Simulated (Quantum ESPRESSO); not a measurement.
Band energies of Ca2Ge

```xyz
3
Lattice="0.0000 3.5562 3.5562 3.5562 0.0000 3.5562 3.5562 3.5562 0.0000" Properties=species:S:1:pos:R:3 pbc="T T T"
Ca     5.3342     5.3342     5.3342
Ca     1.7781     1.7781     1.7781
Ge     0.0000     0.0000     0.0000
```

norm-conserving PBEsol (Quantum ESPRESSO, 78 Ry, scalar-relativistic); path ΓXWKΓLUWLK,UX; energies in eV from the valence-band maximum.

```
k (1/Å)  point  band 13  band 14  band 15  band 16  band 17  band 18  band 19  band 20
-------  -----  -------  -------  -------  -------  -------  -------  -------  -------
0.00         Γ   -21.43    -7.34    -0.42    -0.42    -0.42     1.33     1.90     1.90
0.22             -21.42    -7.23    -0.93    -0.36    -0.36     1.85     1.98     2.18
0.55             -21.41    -6.82    -1.78    -0.13    -0.13     1.19     2.34     2.47
0.88         X   -21.39    -6.57    -2.01     0.00     0.00     0.50     1.77     2.58
1.21             -21.39    -6.57    -1.56    -0.87    -0.31     1.05     2.46     2.70
1.33         W   -21.39    -6.57    -1.24    -1.24    -0.34     1.13     2.65     2.65
1.64         K   -21.39    -6.58    -1.62    -0.95    -0.01     0.96     2.44     2.78
1.95             -21.40    -6.76    -1.60    -0.74    -0.09     1.74     2.47     3.05
2.26             -21.42    -7.14    -1.20    -0.35    -0.30     1.99     2.00     2.67
2.57         Γ   -21.43    -7.34    -0.42    -0.42    -0.42     1.33     1.90     1.90
2.90             -21.44    -7.12    -1.28    -0.29    -0.29     2.03     2.03     2.66
3.23             -21.48    -6.78    -1.94    -0.09    -0.09     2.42     2.42     2.73
3.34         L   -21.49    -6.75    -1.99    -0.08    -0.08     2.48     2.48     2.70
3.56             -21.44    -6.70    -1.85    -0.48    -0.06     1.82     2.61     2.95
3.88         U   -21.39    -6.58    -1.62    -0.95    -0.01     0.96     2.44     2.78
4.19         W   -21.39    -6.57    -1.24    -1.24    -0.34     1.13     2.65     2.65
4.46             -21.42    -6.64    -1.63    -0.87    -0.11     1.40     2.66     2.91
4.73             -21.47    -6.74    -1.97    -0.16    -0.07     2.29     2.51     2.79
4.82         L   -21.49    -6.75    -1.99    -0.08    -0.08     2.48     2.48     2.70
4.97             -21.45    -6.72    -1.92    -0.31    -0.07     2.05     2.55     2.91
5.20             -21.41    -6.63    -1.60    -0.96    -0.03     1.26     2.70     2.79
5.36         K   -21.39    -6.58    -1.62    -0.95    -0.01     0.96     2.44     2.78
5.36         U   -21.39    -6.58    -1.62    -0.95    -0.01     0.96     2.44     2.78
5.67         X   -21.39    -6.57    -2.01     0.00     0.00     0.50     1.77     2.58
```

The PBEsol gap is direct, 0.50 eV at X. Another valence extremum on the path lies within 0.02 eV, too close to call.

Spin-orbit splittings are left out.

Geometry relaxed with PBEsol.

The structure is a Materials Project entry; no match was found in the copy of COD used, and its stability was not checked.
